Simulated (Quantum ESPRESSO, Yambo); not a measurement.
# GaP under isotropic strain

```
CELL_PARAMETERS angstrom
      0.00000     2.71997     2.71997
      2.71997     0.00000     2.71997
      2.71997     2.71997     0.00000
ATOMIC_POSITIONS crystal
  P  0.75000 0.75000 0.75000
  Ga 0.00000 0.00000 0.00000
```

GaP (zinc blende, space group F-43m, No. 216) under isotropic strain (on all lattice vectors), counted from the cell relaxed with PBEsol, atoms relaxed at each step. PBEsol (Quantum ESPRESSO, PseudoDojo norm-conserving, 80 Ry, scalar-relativistic); G0W0 and BSE in Yambo (4×4×4 Γ-centred k mesh, 151 bands and a 14 Ry block in the screening, 151 bands in G with the Bruneval-Gonze terminator, plasmon pole fitted at 27.2 eV; BSE 10×10×10 mesh, 3 valence and 1 conduction bands, static screening with 23 bands and a 4 Ry block, scissor from each state's G0W0).

| strain (%) | pressure (GPa) | PBEsol gap (eV) | kind | G0W0 direct gap (eV) | lowest vertical BSE state (eV) | RPA ε∞ along x |
|---|---|---|---|---|---|---|
| -3 | 9.4 | 1.28 | indirect | 3.20 at Γ | not resolved | – |
| -1.5 | 4.2 | 1.38 | indirect | 2.80 at Γ | not resolved | – |
| -0.7 | 1.8 | 1.43 | indirect | 2.60 at Γ | not resolved | – |
| 0 | 0.0 | 1.47 | indirect | 2.41 at Γ | not resolved | – |
| +1 | -2.4 | 1.51 | near tie | 2.15 at Γ | not resolved | – |
| +2 | -4.4 | 1.30 | direct | 1.90 at Γ | not resolved | – |

Between -0.7 % and +1 % the direct gap at Γ has a volume deformation potential dE/dlnV of -8.8 eV in G0W0 and -8.2 eV in PBEsol.

Between +0 % and +2 % the PBEsol gap turns from indirect to direct. GW, BSE and RPA settings are held fixed; their convergence isn't established. «Near tie»: competing band extrema lie within 0.03 eV. Strains are linear. The screening block changes size along the series (259 vectors at -3 %, 283 vectors at -1.5 %, 283 vectors at -0.7 %, 283 vectors at +0 %, 283 vectors at +1 %, 283 vectors at +2 %), which puts steps into the G0W0 values. Spin-orbit splittings are left out.

The standard potential for Ga keeps a d shell in the valence without the s and p states of that shell. In tests on such compounds this moved G0W0 gaps by up to about 0.9 eV, so absolute quasiparticle energies here are unreliable; differences between settings are what counts.
